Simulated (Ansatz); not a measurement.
ZnCdSe₂ in space group P-4m2 (No. 115; Zn on 1c, Cd on 1a, Se on 2g), DFT-PBE in the program Ansatz with PAW potentials, all energies at zero smearing, with the estimated change up to a 700 eV cutoff added, with one set of potentials and settings (totals compare only within such a set). Cell of 4 atoms (1 Zn, 1 Cd, 2 Se): -22514.285 eV.

```json
[
 {"element": "Zn", "reference phase": "C2/m, 3 atoms in the cell", "E (eV/atom)": "-3319.0295"},
 {"element": "Cd", "reference phase": "P6_3/mmc, 2 atoms in the cell", "E (eV/atom)": "-8254.4547"},
 {"element": "Se", "reference phase": "P3_121, 3 atoms in the cell", "E (eV/atom)": "-5469.0798"}
]
```

Formation energy per atom, worked out: (-22514.285 − 1×(-3319.0295) − 1×(-8254.4547) − 2×(-5469.0798))/4 = -0.660 eV/atom (-64 kJ per mol of atoms), at 0 K, without zero-point energy or fitted corrections.

The first step of the workflow began from a Materials Project structure, measured or hypothetical; the Crystallography Open Database copy checked does not list it. Its standing as an ambient phase is unchecked. The PBE relaxation kept the symmetry of its start; its stability against distortions is not shown here. The references are the lowest solids computed at this level, not always the standard phases.

Potentials: the later of the program's two PAW sets.
